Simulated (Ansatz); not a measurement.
Relaxed TiN (rock salt):

```xyz
2
Lattice="0.0000 2.1163 2.1163 2.1163 0.0000 2.1163 2.1163 2.1163 0.0000" Properties=species:S:1:pos:R:3 pbc="T T T"
N      0.0000     0.0000     0.0000
Ti     2.1163     2.1163     2.1163
```

Calculation: r2SCAN (plane waves to 500 eV, PAW, scalar-relativistic; Ansatz, a quantum-chemistry and plane-wave program). k mesh 15×15×15 (Γ-centred), Fermi-Dirac smearing 0.05 eV. With partly filled bands, energies and forces of such displacements shift with the k mesh and the smearing. TiN is run without spin polarisation. TiN was relaxed with its symmetry unable to fall.

One atom of the cell was then moved (with its periodic images), all else fixed, and the forces (eV/Å) came out as:

```csv
atom,Fx,Fy,Fz
N1,1.404,0.000,0.000
Ti2,-1.404,0.000,0.000
```

With two atoms only their relative shift counts; take N1 as fixed.

Task: Which atom was moved, and by which vector (Å)?

Result: Ti2, by (0.13, 0.00, 0.00), 0.13 Å in all.

(A displaced cell: forces are minus the slopes of the energy, force constants its curvatures, and phonons follow from these.)
